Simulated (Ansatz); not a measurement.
**Profile along the Co–Si line in CoSi2 (fluorite type, space group Fm-3m)**

CoSi₂ (fluorite type, space group Fm-3m)

```
CELL_PARAMETERS angstrom
      0.00000     2.65634     2.65634
      2.65634     0.00000     2.65634
      2.65634     2.65634     0.00000
ATOMIC_POSITIONS crystal
  Co 0.00000 0.00000 0.00000
  Si 0.25000 0.25000 0.25000
  Si 0.75000 0.75000 0.75000
```

Fields along a shortest Co–Si line of a {110} plane (2.30 Å), from Co to Si, interpolated on the slice's grid (step about 0.2 Å). Computed with PBEsol (plane waves to 420 eV, PAW, scalar-relativistic; Ansatz, an electronic-structure program). k mesh 15×15×15. Near the nuclei the fields are pseudised (PAW); where an atom keeps semicore shells as valence, they peak there. CoSi2 is run without spin polarisation. CoSi2 was relaxed with its symmetry unable to fall. The PAW data are Ansatz's earlier set.

```
distance from Co (Å)  valence electron density (e/Å³)  electron localisation function
--------------------  -------------------------------  ------------------------------
0.00                                            47.74                               x
0.11                                            47.29                               x
0.23                                            33.35                               x
0.35                                            19.22                               x
0.46                                             9.48                               x
0.57                                             4.34                            0.33
0.69                                             2.03                            0.25
0.81                                             1.08                            0.22
0.92                                             0.70                            0.24
1.03                                             0.56                            0.34
1.15                                             0.51                            0.51
1.26                                             0.50                            0.66
1.38                                             0.50                            0.73
1.49                                             0.49                            0.73
1.61                                             0.44                            0.65
1.72                                             0.37                            0.52
1.84                                             0.29                               x
1.96                                             0.21                               x
2.07                                             0.16                               x
2.19                                             0.14                               x
2.30                                             0.13                               x
```

x: too close to a nucleus for the ELF to mean much.

Density on the Co–Si line (2.30 Å) at its midpoint: 0.51 e/Å³. ELF at that point: 0.5. ELF maximum in the middle third of the Co–Si line: 0.73, 1.4 Å from Co.
